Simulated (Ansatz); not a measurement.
The relaxed structure here is a generated cell of Al2O3: the first start was made by placing the elements on the sites of a structure type, and the end was not matched to a known phase here, so it may be hypothetical. Known forms of Al2O3 include space group No. 167.

A structure of Al2O3 relaxed with r2SCAN (plane waves to 500 eV, PAW, scalar-relativistic; Ansatz, a quantum-chemistry and plane-wave program); single points at other levels follow on the same geometry (Ansatz, PAW; HSE06 at 420 eV on a 3×8×3 k-mesh; no spin-orbit coupling). Space group Pnma (No. 62).

```yaml
crystal:
  lattice:
    - [8.86926, 0.00000, 0.00000]
    - [0.00000, 2.65828, 0.00000]
    - [0.00000, 0.00000, 7.19714]
  atoms:
    - { symbol: Al, position: [0.49863, 0.75000, 0.68575] }
    - { symbol: Al, position: [0.99863, 0.75000, 0.81425] }
    - { symbol: Al, position: [0.50137, 0.25000, 0.31425] }
    - { symbol: Al, position: [0.00137, 0.25000, 0.18575] }
    - { symbol: Al, position: [0.20032, 0.75000, 0.52366] }
    - { symbol: Al, position: [0.70032, 0.75000, 0.97634] }
    - { symbol: Al, position: [0.79968, 0.25000, 0.47634] }
    - { symbol: Al, position: [0.29968, 0.25000, 0.02366] }
    - { symbol: O, position: [0.86822, 0.75000, 0.62273] }
    - { symbol: O, position: [0.36822, 0.75000, 0.87727] }
    - { symbol: O, position: [0.13178, 0.25000, 0.37727] }
    - { symbol: O, position: [0.63178, 0.25000, 0.12273] }
    - { symbol: O, position: [0.87817, 0.75000, 0.28208] }
    - { symbol: O, position: [0.37817, 0.75000, 0.21792] }
    - { symbol: O, position: [0.12183, 0.25000, 0.71792] }
    - { symbol: O, position: [0.62183, 0.25000, 0.78208] }
    - { symbol: O, position: [0.11713, 0.75000, 0.04873] }
    - { symbol: O, position: [0.61713, 0.75000, 0.45127] }
    - { symbol: O, position: [0.88287, 0.25000, 0.95127] }
    - { symbol: O, position: [0.38287, 0.25000, 0.54873] }
```

```json
[
 {"level": "r2SCAN", "gap (eV)": "5.24", "kind": "direct", "conduction minimum": "Γ"},
 {"level": "HSE06", "gap (eV)": "?", "kind": "–", "conduction minimum": "?"}
]
```

Q: Some entries are withheld; supply them.

A: 
- HSE06, gap (eV): 6.19
- HSE06, conduction minimum: Γ

For this cell size the semilocal gaps come from the SCF mesh and high-symmetry points. No spin polarisation in the result.

The run could not lose the symmetry of its start: the end is stationary, and may be a saddle point rather than a minimum.
